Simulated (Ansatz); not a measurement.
Data:

TiNb:
```
CELL_PARAMETERS angstrom
      1.61195    -2.29598     0.00000
      1.61195     2.29598     0.00000
      0.00000     0.00000     4.57540
ATOMIC_POSITIONS crystal
  Ti 0.50000 0.50000 0.50000
  Nb 0.00000 0.00000 0.00000
```

This is the PBEsol-relaxed structure. Tensor components refer to the Cartesian frame of this cell.

Problem. All from the program Ansatz at the PBEsol level (PAW), unless another level is named. Give the Poisson's ratio.

Solution. 0.39.

Problem. Predict the highest zone-centre frequency.

Solution. 173 cm⁻¹.

Problem. Next, the elastic constants (relaxed ions, GPa)?

Solution. C11 = 196, C22 = 207, C33 = 183, C12 = 124, C13 = 120, C23 = 125, C44 = 39.6, C55 = 25.7, C66 = 48.9.

Space group Cmmm. The first step of the workflow began from a Materials Project structure, measured or hypothetical; the Crystallography Open Database copy checked does not list it. With Ti and Nb taken as one species the cell has the higher symmetry Im-3m, so it may be an ordered model of a mixed-site phase. Whether it is the stable phase at ambient conditions was not checked. The cell was relaxed with PBEsol under the symmetry of its start; whether a distortion lowers the energy is not shown. No spin polarisation was allowed. As this level gives no gap, shear constants depend on the k-mesh and smearing (Fermi–Dirac, 0.1 eV here). As this level gives no gap, phonon frequencies hold no LO–TO term and depend on the k-mesh and smearing (Fermi–Dirac, 0.1 eV here). On the denser mesh and wider smearing of the elastic run this cell carries a stress of 0.4 GPa.

Potentials: the later of the program's two PAW sets.
